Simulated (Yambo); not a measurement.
Yambo run on LiHS (space group Pmc2_1, No. 26). The wavefunctions are norm-conserving PBEsol (Quantum ESPRESSO, 74 Ry, without SOC) ones on a 2×4×1 mesh (20 occupied bands); a = 6.101 Å, b = 3.923 Å, c = 7.833 Å, α = β = γ = 90.00°.

Yambo input:

```
rim_cut
gw0
dyson
el_el_corr
HF_and_locXC
ppa
em1d
RandQpts= 1000000
RandGvec= 1 Ry
EXXRLvcs= 74 Ry
VXCRLvcs= 296 Ry
Chimod= "HARTREE"
% BndsRnXp
 5 | 257 |
%
NGsBlkXp= 7 Ry
% LongDrXp
 1.0 | 1.0 | 1.0 |
%
PPAPntXp= 27.2114 eV
% GbndRnge
 1 | 162 |
%
GTermKind= "BG"
DysSolver= "n"
ExtendOut
% QPkrange
 1 | 1 | 20 | 21 |
%
```

k points by index: 1 = Γ.

Resulting energies as the program prints them:

```
#    K-point    Band    Eo [eV]    E [eV]    E-Eo [eV]    Vxc [eV]    Vnlxc [eV]    Sc|Eo [eV]    Sc|E [eV]    dSc/dw|Eo [eV]    Re(Z)    Im(Z)
#
    1    20    0.000000    -1.472479    -1.472479    -12.75609    -16.17019    1.575743    1.941615    -6.760768    0.800988    -0.001425
    1    21    3.366550    4.325790    0.959240    -8.914284    -4.480093    -3.279238    -3.474951    -5.551116    0.830563    -0.001368
```
(The two width columns are left out.) Convergence of these settings isn't established.

Geometry of the Materials Project entry, not relaxed at this level.
